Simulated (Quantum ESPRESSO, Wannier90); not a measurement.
## GeSe (rock salt), plane waves to Wannier functions

```
begin unit_cell_cart
ang
    0.0000000000    2.8084550000    2.8084550000
    2.8084550000    0.0000000000    2.8084550000
    2.8084550000    2.8084550000    0.0000000000
end unit_cell_cart
begin atoms_frac
Ge   0.0000000000  0.0000000000  0.0000000000
Se   0.5000000000  0.5000000000  0.5000000000
end atoms_frac
```

Cell from Materials Project (mp-10759), symmetrised, no further relaxation. Not found in the COD (Crystallography Open Database) copy used, which has the formula in other groups; not checked further. Level: PBEsol, spinors with spin-orbit coupling; pw.x of Quantum ESPRESSO at 69 Ry with PseudoDojo potentials, 8×8×8 k-points, Wannier90. Density: 10×10×10 mesh, Gaussian smearing 0.01 Ry. The gap is small at this level and was sampled on the meshes and a path alone.

Bands 21-22 form an isolated set from -14.87 to -12.97 eV relative to the valence-band maximum (on the path) and are turned into 2 Wannier functions by minimising the spread from the start: atomic waves Se 4s.

Q: Where do the functions sit, how wide are they and what are they made of?

A: 
| functions | spread (Å²) | nearest atom, distance (Å) | second atom, distance (Å) | weight on atomic waves |
|---|---|---|---|---|
| 2 | 1.59 | Se 0.00 | Ge 2.81 | Se 4s 77 %, Ge 4p 15 %, Ge 4s 6 % |

Ω_I = 3.17 Å², Ω_total = 3.17 Å²; the interpolated bands follow pw.x to 0.1 meV rms on the path. Only this start was tried; a symmetric start can stop on a saddle, and mixtures of these functions could lower the total by at most Ω_total − Ω_I.
